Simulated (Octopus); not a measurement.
**MgS (Fm-3m, No. 225): band energies at special points**

MgS (Fm-3m, No. 225):
```xyz
2
Lattice="0.0000 2.6044 2.6044 2.6044 0.0000 2.6044 2.6044 2.6044 0.0000" Properties=species:S:1:pos:R:3 pbc="T T T"
Mg     0.0000     0.0000     0.0000
S      2.6044     0.0000     0.0000
```
The cell is a database entry, not relaxed again.

All numbers are Octopus results at the level LDA (grid spacing about 0.22 Å, Γ-centred 8×8×8 k-mesh, no spin polarisation; Troullier-Martins for S / valence-only HGH without core correction for Mg), not measurements.

Energies in eV against the valence band top; 8 electrons a cell outside the pseudopotentials' cores.

```tsv
k-point (reduced)	band 1	band 2	band 3	band 4	band 5	band 6	band 7
Γ (0.000, 0.000, 0.000)	-12.54	0.00	0.00	0.00	3.53	7.84	7.84
X (0.500, 0.000, 0.500)	-10.81	-4.23	-1.70	-1.70	2.60	4.29	11.73
U (0.625, 0.250, 0.625)	-10.82	-3.73	-3.22	-1.37	3.74	6.58	9.47
K (0.375, 0.375, 0.750)	-10.82	-3.73	-3.22	-1.37	3.74	6.58	9.47
L (0.500, 0.500, 0.500)	-11.20	-4.88	-0.58	-0.58	4.39	6.72	6.72
W (0.500, 0.250, 0.750)	-10.77	-3.26	-3.26	-2.39	5.09	7.82	7.82
```
